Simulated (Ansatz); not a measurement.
Relaxed-ion elastic tensor of MoPt in space group P-6m2 (No. 187; Mo on 1e, Pt on 1d) in GPa (Voigt order), plane-wave PAW PBEsol (Ansatz code); density 16.13 g/cm³, 14.98 Å³ per atom.

```csv
,1,2,3,4,5,6
1,382,300,188,0.0,0.0,0.0
2,300,382,188,0.0,0.0,0.0
3,188,188,542,0.0,0.0,0.0
4,0.0,0.0,0.0,147,0.0,0.0
5,0.0,0.0,0.0,0.0,147,0.0
6,0.0,0.0,0.0,0.0,0.0,40.8
```

Q: Is the crystal mechanically stable?

A: Yes: the smallest eigenvalue of C is 40.8 GPa.

Q: Work out the Voigt, Reuss and Hill averages.

A: K_V = 295, K_R = 295, K_H = 295; G_V = 109, G_R = 72.9, G_H = 91.0 GPa.

Q: Give Young's modulus, Poisson's ratio, Pugh's ratio and the universal anisotropy index.

A: E = 9KG/(3K + G) = 248 GPa; ν = 0.36; K/G = 3.24 (ductile by the Pugh limit of 1.75); A_U = 5G_V/G_R + K_V/K_R − 6 = 2.48.

Q: Estimate the sound speeds and the Debye temperature.

A: v_l = √((K + 4G/3)/ρ) = 5080 m/s, v_t = √(G/ρ) = 2380 m/s, mean 2670 m/s; Θ = (h/k)(3n/4πV)^(1/3) v_m = 323 K.

Q: Solve the Christoffel equation for the three sound speeds along x, y, z.

A: Eigenvalues of C_ijkl n_j n_l equal ρv². In km/s, slowest first: x 1.59, 3.02, 4.86; y 1.59, 3.02, 4.86; z 3.02, 3.02, 5.80.

Q: How much does each axis shrink under pressure?

A: Linear compressibilities β_i = Σ_j S_ij (j = 1 to 3): x 1.2, y 1.2, z 1.0 per TPa.

The workflow started from a Materials Project entry (that database holds measured and hypothetical structures alike); the Crystallography Open Database copy checked does not list it. With Mo and Pt taken as one species the cell has the higher symmetry P6_3/mmc, so it may be an ordered model of a mixed-site phase. Whether it is the stable phase at ambient conditions was not checked. The cell was relaxed with PBEsol under the symmetry of its start; whether a distortion lowers the energy is not shown. No spin polarisation was allowed. As this level gives no gap, shear constants depend on the k-mesh and smearing (Fermi–Dirac, 0.1 eV here). On the denser mesh and wider smearing of the elastic run this cell carries a stress of 0.4 GPa. Scalar-relativistic: spin–orbit coupling is off unless named, which matters more the heavier the elements.

Potentials: the later of the program's two PAW sets.
